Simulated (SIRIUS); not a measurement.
A self-consistent single point of Zr (Cm, 6 atoms in the cell; from Materials Project mp-1077723, changed as shown).

```xyz
6
Lattice="-2.6791 4.1122 3.0654 2.6791 -4.1122 3.0654 2.6791 4.1122 -3.0654" Properties=species:S:1:pos:R:3 pbc="T T T"
Zr     0.0000     0.0000     1.5327
Zr     0.0000     0.0000     4.5980
Zr     0.4197     2.6142     0.0000
Zr     2.2594     1.4580     3.0654
Zr     3.0988     1.4580     0.0000
Zr    -0.4197     2.6542     3.0654
```

Method: LDA (PW92), PseudoDojo 0.4 standard norm-conserving LDA (tails mended) pseudopotentials (plane waves; SIRIUS).

SIRIUS settings:

```
key                                                                                                           value
--------------------------------------  ---------------------------------------------------------------------------
parameters.ngridk                                                                                             4 4 4
parameters.xc_functionals                                                                   [XC_LDA_X, XC_LDA_C_PW]
parameters.gk_cutoff                                                                                   8.367 1/bohr
parameters.pw_cutoff                                                                                  16.734 1/bohr
parameters.shiftk                                                                                             1 1 1
parameters.smearing                                                                                            cold
parameters.smearing_width                                                                             0.00499791 Ha
potentials                              PseudoDojo 0.4 standard norm-conserving LDA (tails mended) pseudopotentials
parameters.electronic_structure_method                                                              pseudopotential
parameters.num_bands                                                                                             43
parameters.num_mag_dims                                                                                           0
parameters.num_dft_iter                                                                                         100
parameters.energy_tol                                                                                      1e-07 Ha
parameters.density_tol                                                                                        1e-06
mixer.type                                                                                                 anderson
mixer.beta                                                                                                      0.5
mixer.use_hartree                                                                                             false
```

Results:

```
Property                                                  Value
------------------------------------------------  -------------
Number of valence electrons                                  72
Number of bands                                              43
Number of k-points after the program's reduction             22
Number of plane waves (most at a k-point)                  9055
Number of SCF iterations                                     29
FFT grid                                           64 × 64 × 64
Free energy E − TS                                -8275.0025 eV
Fermi level (on the code's own zero)                   14.19 eV
Pressure                                              -2.93 GPa
Largest force (vector length)                        0.336 eV/Å
```

Forces (eV/Å):
```json
[
 {"atom": "Zr1", "Fx": "-0.038", "Fy": "-0.067", "Fz": "0.061"},
 {"atom": "Zr2", "Fx": "-0.038", "Fy": "-0.067", "Fz": "-0.061"},
 {"atom": "Zr3", "Fx": "0.031", "Fy": "0.335", "Fz": "0.000"},
 {"atom": "Zr4", "Fx": "0.030", "Fy": "-0.132", "Fz": "0.000"},
 {"atom": "Zr5", "Fx": "0.033", "Fy": "-0.095", "Fz": "0.000"},
 {"atom": "Zr6", "Fx": "-0.017", "Fy": "0.027", "Fz": "0.000"}
]
```

Stress (GPa, positive for compression):
```
-3.53   0.07   0.00
 0.07  -2.92   0.00
 0.00   0.00  -2.33
```

For comparison: a first run was changed to give this one (atom 3 moved by -0.04 angstrom along y), and from it to this one the free energy rises by 1.2 meV/atom, the pressure moves little (-3.02 to -2.93 GPa) and the largest force goes from 0.029 to 0.336 eV/Å.

The structure comes from a collection of computed structures, made at another level of theory; the collection holds predicted forms beside known ones. Its lattice was then scaled. No clean gap shows at this smearing width and mesh (spacing up to 0.39 Å⁻¹); the mesh is coarse for partly filled bands, so the values carry mesh errors.

Cost on one core: about 10 core-minutes (a rough figure).

“Tails mended”: in these copies of the files the far tail of each local potential was reset to the Coulomb form.
